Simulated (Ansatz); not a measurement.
Here is the system:

FeGe:
```
CELL_PARAMETERS angstrom
      3.50865     0.00000     0.00000
      0.00000     3.50865     0.00000
      0.00000     0.00000     4.80339
ATOMIC_POSITIONS crystal
  Ge 0.00000 0.00000 0.00000
  Fe 0.00000 0.00000 0.50000
  Ge 0.50000 0.50000 0.50000
  Fe 0.50000 0.50000 0.00000
```
Starting moments (μB, in the order of the atoms Ge Fe Ge Fe): 0.0 1.9 0.0 -1.9.

This is the PBE-relaxed structure.

Q: All from plane-wave PAW PBE (Ansatz code), unless another level is named. Give the electronic character.

A: metallic (no gap).

Q: What about the formation energy from the elements (no fitted shifts)?

A: 0.37 eV/atom.

Q: And the density of states at the Fermi level?

A: 0.79 states/eV per atom (mean over ±0.08 eV).

Space group I4/mmm. The cell is a constructed one: a structure type filled with these elements; neither database checked (COD, Materials Project) lists it. COD files the formula under space group No. 198, so this cell is another polymorph or a model. Its standing as an ambient phase is unchecked. Symmetry was held in the PBE relaxation, as lowered by the spin order; whether a distortion lowers the energy is not shown. The final state is antiferromagnetic, chosen from 3 collinear starts compared on coarse meshes (ties went to the first, and starts can fall back to one state), not a proven ground state. The references are the lowest solids computed at this level, not always the standard phases. Scalar-relativistic: spin–orbit coupling is off unless named, which matters more the heavier the elements.

Potentials: the later of the program's two PAW sets.
